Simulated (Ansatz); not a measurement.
Cu$_{2}$O (cuprite type, space group Pn-3m)

```yaml
crystal:
  lattice:
    - [4.29909, 0.00000, 0.00000]
    - [0.00000, 4.29909, 0.00000]
    - [0.00000, 0.00000, 4.29909]
  atoms:
    - { symbol: Cu, position: [0.75000, 0.75000, 0.75000] }
    - { symbol: Cu, position: [0.75000, 0.25000, 0.25000] }
    - { symbol: Cu, position: [0.25000, 0.75000, 0.25000] }
    - { symbol: Cu, position: [0.25000, 0.25000, 0.75000] }
    - { symbol: O, position: [0.00000, 0.00000, 0.00000] }
    - { symbol: O, position: [0.50000, 0.50000, 0.50000] }
```

Equation-of-state scan: isotropic scaling of the cell above, V₀ being its volume. Symmetry pins the atoms to their sites.

These are PBE (plane waves to 420 eV, PAW, scalar-relativistic; Ansatz, an electronic-structure program) values and carry that method's errors. k mesh 8×8×8 (Γ-centred), Fermi-Dirac smearing 0.05 eV. Compression counts positive. Cu2O is run without spin polarisation. Cu2O was relaxed with its symmetry unable to fall. The PAW data are Ansatz's earlier set.

At one point of the scan the stress tensor (GPa) is:

```
  -3.08     0.00     0.00
   0.00    -3.08     0.00
   0.00     0.00    -3.08
```

Q: Which point is it?
A) V/V₀ = 1.030
B) V/V₀ = 1.045
C) V/V₀ = 1.015
D) V/V₀ = 1.060

A: A, V/V₀ = 1.030

(A scan under strain: stresses follow from slopes of the energy per volume, elastic moduli from its curvatures.)
